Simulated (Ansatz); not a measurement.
# MgO₂ (R-3m), two-dimensional strain map

Level of theory: Ansatz, DFT PBEsol, scalar-relativistic, plane waves, PAW. The runs took a 420 eV cutoff, a Γ-centred 12×12×12 mesh and Gaussian smearing (0.05 eV). No spin polarisation. Energies are free energies at this smearing, counted from the undisturbed cell; pressure is positive in compression.

The starting cell (as given, not relaxed at this level; it stands at -4.8 GPa, and it needn't be the usual structure):

```yaml
crystal:
  lattice:
    - [1.60476, 0.92651, 3.49398]
    - [-1.60476, 0.92651, 3.49398]
    - [0.00000, -1.85302, 3.49398]
  atoms:
    - { symbol: Mg, position: [0.00000, 0.00000, 0.00000] }
    - { symbol: O, position: [0.42879, 0.42879, 0.42879] }
    - { symbol: O, position: [0.57121, 0.57121, 0.57121] }
```

The cell is strained by p along both x and y and by q along z, fractional coordinates fixed. Points are written (p, q).

Energy above the undisturbed cell in meV/atom (a dash: not computed):

```csv
p \ q,-0.050,-0.025,0.000,0.025,0.050
-0.050,59.0,30.0,25.8,42.2,75.8
-0.025,26.1,0.9,-0.4,18.4,54.0
0.000,21.4,-1.0,0.0,20.5,57.4
0.025,40.0,19.9,22.5,44.2,81.7
0.050,78.0,59.5,63.3,85.6,123.4
```

Pressure in GPa:

```
 p \ q  -0.050  -0.025  0.000  0.025  0.050
-0.050    20.9    13.5    7.4    2.3   -2.0
-0.025    12.4     5.9    0.5   -3.9   -7.6
 0.000     5.6    -0.1   -4.8   -8.7  -11.9
 0.025     0.3    -4.8   -9.0  -12.4  -15.1
 0.050    -3.8    -8.4  -12.1  -15.1  -17.5
```

Gap on the k-mesh in eV:

```
 p \ q  -0.050  -0.025  0.000  0.025  0.050
-0.050    3.25    2.62   2.05   1.54   1.07
-0.025    3.29    2.71   2.16   1.65   1.20
 0.000    3.14    2.77   2.23   1.74   1.30
 0.025    2.93    2.78   2.28   1.81   1.38
 0.050    2.68    2.66   2.31   1.86   1.45
```